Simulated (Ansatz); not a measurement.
VRu, DFT, LDA, PAW with Ansatz's default frozen-core files, scalar-relativistic (Ansatz 0.2.0), on 1 thread of Arm Neoverse V2 (shared host).

Command: `ansatz run input.yaml --threads 1 --pin off --max-ram 2048MiB --backend cpu --events-out ev --progress --plain --runs-dir out`

```yaml
crystal:
  lattice:
    - [2.4602838538, 0.0, 0.0]
    - [0.0, 2.4602838538, 0.0]
    - [0.0, 0.0, 2.4602838538]
  atoms:
    - { symbol: V, position: [0.5, 0.5, 0.5], spin: 1.5 }
    - { symbol: Ru, position: [0.0, 0.0, 0.0] }
magnetization:
  spin_polarized: true
kpoints:
  mp_grid: { grid: [12, 12, 12] }
  band_path:
    path:
      - [0.0, 0.0, 0.0]
      - [0.0, 0.5, 0.0]
      - [0.5, 0.5, 0.0]
      - [0.0, 0.0, 0.0]
      - [0.5, 0.5, 0.5]
      - [0.0, 0.5, 0.0]
      - [0.5, 0.5, 0.5]
      - [0.5, 0.5, 0.0]
    npoints: 6
scf:
  occupations: { method: fermi_dirac, width: 0.05 }
hamiltonian:
  xc: lda
  pseudopotentials: { kind: paw }
output:
  forces: true
  stress: true
  eigenvalues: true
  populations: true
```

Problem. How large is the problem that the program sets up?

Solution. 84 irreducible k-points, 257 plane waves at Γ, 20 bands.

Problem. About how long does it take?

Solution. 5.5 s of wall time for 11 SCF iterations. Times on shared machines scatter by tens of per cent.
